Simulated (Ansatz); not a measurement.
CdSe:
```cif
data_Cd6Se6
_chemical_formula_sum 'Cd6 Se6'
_space_group_name_H-M_alt 'P 1'
_space_group_IT_number 1
_cell_length_a 4.33812
_cell_length_b 4.33812
_cell_length_c 21.24144
_cell_angle_alpha 90.000
_cell_angle_beta 90.000
_cell_angle_gamma 120.000
loop_
_space_group_symop_operation_xyz
  'x, y, z'
loop_
_atom_site_label
_atom_site_type_symbol
_atom_site_fract_x
_atom_site_fract_y
_atom_site_fract_z
_atom_site_occupancy
Cd1 Cd 0.00000 0.00000 0.99977 1
Cd2 Cd 0.00000 0.00000 0.49977 1
Cd3 Cd 0.66667 0.33333 0.83319 1
Cd4 Cd 0.33333 0.66667 0.33319 1
Cd5 Cd 0.66667 0.33333 0.16655 1
Cd6 Cd 0.33333 0.66667 0.66655 1
Se1 Se 0.00000 0.00000 0.87463 1
Se2 Se 0.00000 0.00000 0.37463 1
Se3 Se 0.66667 0.33333 0.70810 1
Se4 Se 0.33333 0.66667 0.20810 1
Se5 Se 0.66667 0.33333 0.04146 1
Se6 Se 0.33333 0.66667 0.54146 1
```

Relaxed with r²SCAN.

Q: Decompose the optical modes at the zone centre into irreducible representations, and say which are infrared and Raman allowed.

A: Point group 6mm: Γ_opt = 5A1 + 6B1 + 5E1 + 6E2. Infrared: A1, E1. Raman: A1, E1, E2.

Q: Assign frequencies (DFPT, the program Ansatz at the r²SCAN level (PAW); without the LO–TO term).

A: E2 21, E2 21, E1 31, E1 32, E2 34, B1 58, B1 59, A1 104, A1 104, B1 123, A1 162, E1 164, E2 164, E2 166, E1 167, E1 169, E2 170, B1 184, A1 190, A1 191, B1 199, B1 199 cm⁻¹.

Subscripts of B labels follow the axes of the standard setting.

Space group P6_3mc. The cell is a constructed one: a structure type filled with these elements. Its sites differ from those of the usual phase in this space group: another stacking or structure type. The cell was relaxed with r²SCAN under the symmetry of its start; its stability against distortions is not shown here.

Potentials: the later of the program's two PAW sets.
